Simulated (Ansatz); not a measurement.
Space group P-3m1 (No. 164). a = 3.839 Å, b = 3.839 Å, c = 6.011 Å, α = 90.00°, β = 90.00°, γ = 120.00°
| atom | site | symmetry | x | y | z |
| --- | --- | --- | --- | --- | --- |
| Sn | 1a | -3m. | 0.0000 | 0.0000 | 0.0000 |
| Se | 2d | 3m. | 0.3333 | 0.6667 | 0.2651 |

Equation of state of this SnSe$_{2}$ structure (not necessarily the ground state), with shape and atoms relaxed at each volume where symmetry leaves them free. Theory: Ansatz 0.2.0, DFT PBE+D3(BJ), scalar-relativistic, plane waves, PAW.

Cutoff 420 eV; k points 12×12×6 on the computed 3-atom cell (Γ-centred); Gaussian smearing, width 0.02 eV; no spin polarisation.

| V (Å³/atom) | E − E(largest V) (meV/atom) | P (GPa) | gap on mesh (eV) |
| --- | --- | --- | --- |
| 22.503 | 35.25 | 6.29 | 0.00 |
| 23.270 | 10.75 | 4.06 | 0.00 |
| 24.037 | -4.64 | 2.39 | 0.07 |
| 24.804 | -12.64 | 1.02 | 0.21 |
| 25.571 | -14.95 | 0.03 | 0.35 |
| 26.338 | -13.16 | -0.70 | 0.49 |
| 27.105 | -8.61 | -1.16 | 0.64 |
| 28.128 | 0.00 | -1.50 | 0.66 |

Task: Fit a third-order Birch–Murnaghan equation to E(V).

Result: V0 = 25.60 Å³/atom, B0 = 27 GPa, B0' = 9.9. B0' is unusual or poorly fixed by this range.